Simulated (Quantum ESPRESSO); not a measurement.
## ScIn3SAs3 (input and log of a self-consistent run)

Computed values, not a measurement. The program is pw.x of Quantum ESPRESSO 7.5 (plane-wave density functional theory). The cell is made up: 8 atoms on a zincblende/diamond lattice, with randomly drawn elements, strain and displacements, not relaxed. PseudoDojo standard norm-conserving files (v0.5 for PBE, v0.4.1 for LDA and PBEsol) set the functional; there is no spin polarisation, spin-orbit coupling or dispersion term, and the masses in the input are unused placeholders. A spin-polarised start on this cell or one of its family kept no moment.

Input:

```
&control calculation='scf', pseudo_dir='./dojo.nc.sr.pbe.v0_5.standard.upf', outdir='./o', disk_io='medium', tprnfor=.true., tstress=.true. /
&system ibrav=0, nat=8, ntyp=4, nbnd=61, ecutwfc=84.00895049, nosym=.true., tot_charge=0,
 occupations='smearing', smearing='fd', degauss=0.0073498644
/
&electrons conv_thr=7.350e-09, electron_maxstep=60, /
ATOMIC_SPECIES
As 1.0 As.upf
In 1.0 In.upf
S 1.0 S.upf
Sc 1.0 Sc.upf
CELL_PARAMETERS angstrom
6.1143 0.0 0.0
0.0 6.1143 0.0
0.0 0.0 6.1143
ATOMIC_POSITIONS angstrom
Sc -0.1216 -0.0115 0.0399
In 0.0349 3.052 2.9833
In 2.969 0.0408 3.1075
In 3.0364 3.1304 0.0334
S 1.5251 1.5104 1.6277
As 1.5764 4.6281 4.5614
As 4.5562 1.4692 4.571
As 4.5568 4.5709 1.5472
K_POINTS automatic
6 6 6 1 1 1
```

The log is shortened where brackets say so; the opening notice, blank lines, dates and the lines on written files are dropped, and the path of the files is cut. It prints rydbergs, bohrs and kilobars, and counts compression as positive stress.

```
     Program PWSCF v.7.5
     Parallel version (MPI & OpenMP), running on       1 processor cores
     Number of MPI processes:                 1
     Threads/MPI process:                     1
     [start-up lines left out]
     bravais-lattice index     =            0
     lattice parameter (alat)  =      11.5544  a.u.
     unit-cell volume          =    1542.5414 (a.u.)^3
     number of atoms/cell      =            8
     number of atomic types    =            4
     number of electrons       =       101.00
     number of Kohn-Sham states=           61
     kinetic-energy cutoff     =      84.0090  Ry
     charge density cutoff     =     336.0358  Ry
     scf convergence threshold =      7.3E-09
     mixing beta               =       0.7000
     number of iterations used =            8  plain     mixing
     Exchange-correlation= PBE
                           (   1   4   3   4   0   0   0)
     [axes and pseudopotential details left out]
   Cartesian axes
     site n.     atom                  positions (alat units)
         1        Sc     tau(   1) = (  -0.0198878  -0.0018808   0.0065257  )
         2        In     tau(   2) = (   0.0057079   0.4991577   0.4879218  )
         3        In     tau(   3) = (   0.4855830   0.0066729   0.5082348  )
         4        In     tau(   4) = (   0.4966063   0.5119801   0.0054626  )
         5        S      tau(   5) = (   0.2494317   0.2470275   0.2662120  )
         6        As     tau(   6) = (   0.2578218   0.7569305   0.7460216  )
         7        As     tau(   7) = (   0.7451712   0.2402892   0.7475917  )
         8        As     tau(   8) = (   0.7452693   0.7475754   0.2530461  )
     number of k points=   108  Fermi-Dirac smearing, width (Ry)=  0.0073
     Number of k-points >= 100: set verbosity='high' to print them.
     Dense  grid:   160467 G-vectors     FFT dimensions: (  72,  72,  72)
     Estimated max dynamical RAM per process >     251.16 MB
     Initial potential from superposition of free atoms
     starting charge     100.9849, renormalised to     101.0000
     Starting wfcs are   68 randomized atomic wfcs
     total cpu time spent up to now is      107.1 secs
     per-process dynamical memory:   135.0 Mb
     Self-consistent Calculation
     iteration #  1     ecut=    84.01 Ry     beta= 0.70
     Davidson diagonalization with overlap
     ethr =  1.00E-02,  avg # of iterations =  3.4
     Threshold (ethr) on eigenvalues was too large:
     Diagonalizing with lowered threshold
     Davidson diagonalization with overlap
     ethr =  3.75E-04,  avg # of iterations =  4.2
     total cpu time spent up to now is      644.7 secs
     total energy              =   -1153.99869009 Ry
     estimated scf accuracy    <       0.39269594 Ry
     iteration #  2     ecut=    84.01 Ry     beta= 0.70
     Davidson diagonalization with overlap
     ethr =  3.89E-04,  avg # of iterations =  3.5
     total cpu time spent up to now is      885.2 secs
     total energy              =   -1154.09407444 Ry
     estimated scf accuracy    <       0.15673991 Ry
     iteration #  3     ecut=    84.01 Ry     beta= 0.70
     Davidson diagonalization with overlap
     ethr =  1.55E-04,  avg # of iterations =  2.2
     total cpu time spent up to now is     1099.7 secs
     total energy              =   -1154.12650403 Ry
     estimated scf accuracy    <       0.00958172 Ry
     iteration #  4     ecut=    84.01 Ry     beta= 0.70
     Davidson diagonalization with overlap
     c_bands:  1 eigenvalues not converged
     c_bands:  1 eigenvalues not converged
     c_bands:  1 eigenvalues not converged
     c_bands:  1 eigenvalues not converged
     c_bands:  1 eigenvalues not converged
     ethr =  9.49E-06,  avg # of iterations = 10.4
     total cpu time spent up to now is     1388.3 secs
     total energy              =   -1154.12611374 Ry
     estimated scf accuracy    <       0.02169207 Ry
     iteration #  5     ecut=    84.01 Ry     beta= 0.70
     Davidson diagonalization with overlap
     ethr =  9.49E-06,  avg # of iterations =  4.1
     total cpu time spent up to now is     1620.0 secs
     total energy              =   -1154.12947923 Ry
     estimated scf accuracy    <       0.00999202 Ry
     [iterations 6 to 7 left out]
     iteration #  8     ecut=    84.01 Ry     beta= 0.70
     Davidson diagonalization with overlap
     ethr =  1.53E-08,  avg # of iterations =  3.4
     total cpu time spent up to now is     2463.4 secs
     total energy              =   -1154.13070567 Ry
     estimated scf accuracy    <       0.00000451 Ry
     iteration #  9     ecut=    84.01 Ry     beta= 0.70
     Davidson diagonalization with overlap
     ethr =  4.47E-09,  avg # of iterations =  2.4
     total cpu time spent up to now is     2692.1 secs
     total energy              =   -1154.13070645 Ry
     estimated scf accuracy    <       0.00000050 Ry
     iteration # 10     ecut=    84.01 Ry     beta= 0.70
     Davidson diagonalization with overlap
     ethr =  4.92E-10,  avg # of iterations =  3.5
     total cpu time spent up to now is     2932.4 secs
     total energy              =   -1154.13070657 Ry
     estimated scf accuracy    <       0.00000001 Ry
     iteration # 11     ecut=    84.01 Ry     beta= 0.70
     Davidson diagonalization with overlap
     ethr =  1.38E-11,  avg # of iterations =  5.9
     total cpu time spent up to now is     3216.0 secs
     total energy              =   -1154.13070658 Ry
     estimated scf accuracy    <          7.5E-09 Ry
     iteration # 12     ecut=    84.01 Ry     beta= 0.70
     Davidson diagonalization with overlap
     ethr =  7.41E-12,  avg # of iterations =  2.4
     total cpu time spent up to now is     3437.3 secs
     End of self-consistent calculation
     [lines on levels left out]
!    total energy              =   -1154.13070658 Ry
     estimated scf accuracy    <          1.3E-09 Ry
     smearing contrib. (-TS)   =      -0.00909758 Ry
     internal energy E=F+TS    =   -1154.12160901 Ry
     The total energy is F=E-TS. E is the sum of the following terms:
     one-electron contribution =    -625.74349519 Ry
     hartree contribution      =     363.49001123 Ry
     xc contribution           =    -285.33204279 Ry
     ewald contribution        =    -606.53608226 Ry
     convergence has been achieved in  12 iterations
     Forces acting on atoms (cartesian axes, Ry/au):
     atom    1 type  4   force =     0.04318997    0.01254219    0.00513772
     atom    2 type  2   force =    -0.01154677    0.00416040    0.02995917
     atom    3 type  2   force =     0.02709419   -0.00676013   -0.01727888
     atom    4 type  2   force =     0.00304332   -0.02285921   -0.01500171
     atom    5 type  3   force =    -0.01729609   -0.01232792   -0.04278288
     atom    6 type  1   force =    -0.05262776   -0.01033505    0.02432550
     atom    7 type  1   force =     0.01046922    0.01986498    0.01010621
     atom    8 type  1   force =    -0.00232608    0.01571473    0.00553487
     Total force =     0.107571     Total SCF correction =     0.000164
     Computing stress (Cartesian axis) and pressure
          total   stress  (Ry/bohr**3)                   (kbar)     P=       19.35
   0.00013092  -0.00000193   0.00002554           19.26       -0.28        3.76
  -0.00000193   0.00013515  -0.00010084           -0.28       19.88      -14.83
   0.00002554  -0.00010084   0.00012864            3.76      -14.83       18.92
     init_run     :    100.13s CPU    106.92s WALL (       1 calls)
     electrons    :   3175.72s CPU   3330.19s WALL (       1 calls)
     forces       :     29.17s CPU     29.50s WALL (       1 calls)
     stress       :    131.33s CPU    135.63s WALL (       1 calls)
     [timing details left out]
     PWSCF        :  57m17.50s CPU      1h 0m WALL
     JOB DONE.
```

In other units: free energy -15702.748 eV for the cell, pressure 1.94 GPa, largest force component 1.353 eV/Å. A rerun of a related cell, with the same atoms placed differently, at 1437 eV and a 8 x 8 x 8 mesh moved values by no more than 0.003 eV in energy, 0.02 GPa in stress and 0.003 eV/Å in force.